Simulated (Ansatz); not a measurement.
Relaxed-ion elastic tensor of Mn$_{3}$SnN (anti-perovskite, space group No. 221) in GPa (Voigt order), PBEsol in the plane-wave PAW code Ansatz; density 8.89 g/cm³, 11.12 Å³ per atom.

```
438  146  146  0.0  0.0  0.0
146  438  146  0.0  0.0  0.0
146  146  438  0.0  0.0  0.0
0.0  0.0  0.0  121  0.0  0.0
0.0  0.0  0.0  0.0  121  0.0
0.0  0.0  0.0  0.0  0.0  121
```

Task: Is the crystal mechanically stable?

Result: Yes: the smallest eigenvalue of C is 121 GPa.

Task: Work out the Voigt, Reuss and Hill averages.

Result: K_V = 244, K_R = 244, K_H = 244; G_V = 131, G_R = 130, G_H = 131 GPa.

Task: Give Young's modulus, Poisson's ratio, Pugh's ratio and the universal anisotropy index.

Result: E = 9KG/(3K + G) = 332 GPa; ν = 0.27; K/G = 1.86 (ductile by the Pugh limit of 1.75); A_U = 5G_V/G_R + K_V/K_R − 6 = 0.04.

Task: Estimate the sound speeds and the Debye temperature.

Result: v_l = √((K + 4G/3)/ρ) = 6850 m/s, v_t = √(G/ρ) = 3830 m/s, mean 4270 m/s; Θ = (h/k)(3n/4πV)^(1/3) v_m = 569 K.

Space group Pm-3m (anti-perovskite). The workflow started from a Materials Project entry (that database holds measured and hypothetical structures alike); the Crystallography Open Database files this formula in space group No. 221, but the cells were not matched. Whether it is the stable phase at ambient conditions was not checked. The cell was relaxed with PBEsol under the symmetry of its start; its stability against distortions is not shown here. The final state is ferromagnetic, chosen from 4 collinear starts compared on coarse meshes (ties went to the first, and starts can fall back to one state), not a proven ground state. No Hubbard U is applied. As this level gives no gap, shear constants depend on the k-mesh and smearing (Fermi–Dirac, 0.1 eV here). Scalar-relativistic: spin–orbit coupling is off unless named, which matters more the heavier the elements.

Potentials: the later of the program's two PAW sets.
